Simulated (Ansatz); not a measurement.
Here is the system:

AlN (wurtzite)

```yaml
crystal:
  lattice:
    - [3.13030, 0.00000, 0.00000]
    - [-1.56515, 2.71092, 0.00000]
    - [0.00000, 0.00000, 5.01801]
  atoms:
    - { symbol: Al, position: [0.66667, 0.33333, 0.00337] }
    - { symbol: Al, position: [0.33333, 0.66667, 0.50337] }
    - { symbol: N, position: [0.66667, 0.33333, 0.62183] }
    - { symbol: N, position: [0.33333, 0.66667, 0.12183] }
```

Scan: atom 4 (N, nearest neighbour Al at 1.903 Å; its periodic images, 3.1 Å or more away, move with it) is displaced along Cartesian x, direction (1.000, 0.000, 0.000) in Cartesian axes, by s. The other atoms stay.

All values below come from PBE (plane waves to 420 eV, PAW, scalar-relativistic; Ansatz, a quantum-chemistry and plane-wave program). k mesh 10×10×6 (Γ-centred), Fermi-Dirac smearing 0.05 eV. The energy includes the smearing's −TS. AlN was relaxed with its symmetry unable to fall. The zero of ΔE is the undisplaced structure.

The scan covers s from -0.190 to 0.190 Å in 11 points.

Problem. Is the energy the same for equal positive and negative displacements?

Solution. Even: the same for both signs. With its periodic images moving along, the atom's site symmetry in this cell is 3m..

Problem. What is the force constant k = d²E/ds² of this move at s = 0?

Solution. 14.9 eV/Å².

(A displaced cell: forces are minus the slopes of the energy, force constants its curvatures, and phonons follow from these.)
